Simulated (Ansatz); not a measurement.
# TaGa₃: stiffness from a series of strains

```yaml
crystal:
  lattice:
    - [-1.89800, 1.89800, 4.35200]
    - [1.89800, -1.89800, 4.35200]
    - [1.89800, 1.89800, -4.35200]
  atoms:
    - { symbol: Ta, position: [0.00000, 0.00000, 0.00000] }
    - { symbol: Ga, position: [0.75000, 0.25000, 0.50000] }
    - { symbol: Ga, position: [0.25000, 0.75000, 0.50000] }
    - { symbol: Ga, position: [0.50000, 0.50000, 0.00000] }
```

Atoms are numbered in the order listed.

The cell is COD entry 1522718, as deposited and not checked against the literature; nothing was relaxed.

No spin–orbit coupling, which matters for the heavy atoms here.

Computed with DFT, PBEsol, all-electron LAPW, scalar-relativistic (Ansatz 0.2.0).

The runs use a Γ-centred 14×14×14 k mesh, Fermi–Dirac smearing of 0.05 eV, basis error target 1 meV/atom, no spin polarisation.

The strain is applied along the Cartesian axes of the cell as listed (the other components stay zero). Fractional coordinates are held (clamped ions).

σ is the change of stress from the unstrained cell, which is at -2.42 GPa; tension is positive, so slopes are stress–strain coefficients at that pressure. In a metal the k mesh adds noise.

Only quantities that a quadratic follows smoothly over the whole series are listed; rougher ones are left out.

```csv
εzz,σzz (GPa),σxx (GPa)
-0.0200,-5.39,-1.34
-0.0100,-2.59,-0.64
0.0000,0.00,0.00
0.0200,4.58,1.09
```

Problem. Fit the series and read off the stiffness at zero strain.

Solution. Least-squares fits y = p0 + p1 x + p2 x² to the rows give σzz (GPa): p1 = 249, p2 = -1000; σxx (GPa): p1 = 60.8, p2 = -310. So C33 = 249 GPa and C13 = 61 GPa, for these axes.

Problem. One run, at εzz = 0.0100, is withheld. Predict its row.

Solution. The fits give 2.39, 0.58; the run gave 2.38, 0.57.
